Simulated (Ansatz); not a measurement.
The start is a generated trial cell of GaN in the 4H structure type. Cell shape, volume and atoms are optimised at zero target pressure with PBEsol (plane waves to 420 eV, PAW, scalar-relativistic; Ansatz, an electronic-structure program). The first steps use a coarse 8×8×3 k-mesh.

The start:
```yaml
crystal:
  lattice:
    - [3.19992, 0.00000, 0.00000]
    - [-1.59996, 2.77121, 0.00000]
    - [0.00000, 0.00000, 10.47573]
  atoms:
    - { symbol: Ga, position: [0.00000, 0.00000, 0.00000] }
    - { symbol: Ga, position: [0.00000, 0.00000, 0.50000] }
    - { symbol: Ga, position: [0.66667, 0.33333, 0.75018] }
    - { symbol: Ga, position: [0.33333, 0.66667, 0.25018] }
    - { symbol: N, position: [0.00000, 0.00000, 0.81216] }
    - { symbol: N, position: [0.00000, 0.00000, 0.31216] }
    - { symbol: N, position: [0.66667, 0.33333, 0.56329] }
    - { symbol: N, position: [0.33333, 0.66667, 0.06329] }
```

Q: By how much does the energy per atom fall from start to end?

A: 3 meV/atom.

Q: How does the volume change?

A: -2.1 %, from 11.61 to 11.37 Å³/atom.

Q: How do the shortest distances between atoms change?

A: The closest pairs of elements (up to four, under 3.6 Å), start → end: Ga–N 1.96 → 1.95 Å; Ga–Ga 3.20 → 3.18 Å; N–N 3.20 → 3.18 Å.

Q: Is the relaxed structure metallic? Give its gap.

A: 1.79 eV, direct at Γ (no spin-orbit coupling).

Q: Give the final cell and atomic positions.

A: 
Space group P6₃mc (No. 186); a = b = 3.1816 Å, c = 10.3796 Å, α = β = 90.00°, γ = 120.00°

```tsv
atom	site	symmetry	x	y	z
Ga	2a	3m.	0.0000	0.0000	0.0005
Ga	2b	3m.	0.3333	0.6667	0.2502
N	2a	3m.	0.0000	0.0000	0.3125
N	2b	3m.	0.3333	0.6667	0.0624
```

The space group stays P6₃mc (No. 186) (the run could not lower it); the end is AFLOW prototype AB_hP8_186_ab_ab (B5, as in SiC), with 8 atoms in the primitive cell. Final values are on a 12×12×4 k-mesh of the relaxed cell. No spin polarisation in the result.

The run could not lose the symmetry of its start.

The first start was generated by placing the elements on the sites of a structure type. A measured structure of GaN has the same space group, P6₃mc (No. 186); the sites were not compared with it.
